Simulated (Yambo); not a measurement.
Here is the system:

```xyz
5
Lattice="3.9949 0.0000 0.0000 0.0000 3.9949 0.0000 0.0000 0.0000 3.9949" Properties=species:S:1:pos:R:3 pbc="T T T"
O      0.0000     1.9974     0.0000
O      1.9974     0.0000     0.0000
O      0.0000     0.0000     1.9974
K      1.9974     1.9974     1.9974
Ta     0.0000     0.0000     0.0000
```

Workflow: LDA (Quantum ESPRESSO, PseudoDojo norm-conserving, 84 Ry, no spin-orbit coupling), then G0W0 in Yambo (4×4×4 Γ-centred k mesh, bands 2 to 123 and a 8 Ry block in the screening, 123 bands in G with the Bruneval-Gonze terminator, plasmon pole fitted at 27.2 eV).

**Question.** Give the LDA and G0W0 gaps between the band edges found on this mesh, and say where the edges lie.

**Answer.** Edges: R → Γ. LDA: 2.08 eV; G0W0: 3.72 eV. Nearest settings tried, and what they do to the gap: 97 bands in W, 97 bands in G: +35 meV; 6 Ry block (123 vectors against 179): -37 meV; 2×2×2 mesh: -119 meV. So the settings aren't converged at that level. Spin-orbit coupling is left out, which matters for elements this heavy: edges can move by tenths of an eV. The cell is held in this high symmetry; tilts and polar distortions were not searched.

Geometry of the Materials Project entry, not relaxed at this level.
